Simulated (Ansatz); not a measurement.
CdF2:
```
CELL_PARAMETERS angstrom
      0.00000     2.69423     2.69423
      2.69423     0.00000     2.69423
      2.69423     2.69423     0.00000
ATOMIC_POSITIONS crystal
  Cd 0.00000 0.00000 0.00000
  F  0.25000 0.25000 0.25000
  F  0.75000 0.75000 0.75000
```

Tensor components refer to the Cartesian frame of this cell.

Give the high-frequency dielectric tensor and the Born effective charge tensors of the independent atoms from DFPT, DFT-r²SCAN in the program Ansatz with PAW potentials.


ε∞:
```
2.65  0.00  0.00
0.00  2.65  0.00
0.00  0.00  2.65
```
Z* of atom 1 (Cd), rows: field, columns: displacement, in e:
```
2.44  0.00  0.00
0.00  2.44  0.00
0.00  0.00  2.44
```
Z* of atom 2 (F), rows: field, columns: displacement, in e:
```
-1.22   0.00   0.00
 0.00  -1.22   0.00
 0.00   0.00  -1.22
```

Static charges for comparison (Bader): Cd1 +1.53, F2 -0.77 e. Born charges measure polarisation by displacement and can exceed these by far.

Space group Fm-3m (fluorite). Symmetry was held in the r²SCAN relaxation; phonons on a q-mesh show no instability. Spin–orbit coupling is left out wherever it is not named.

Potentials: the later of the program's two PAW sets.
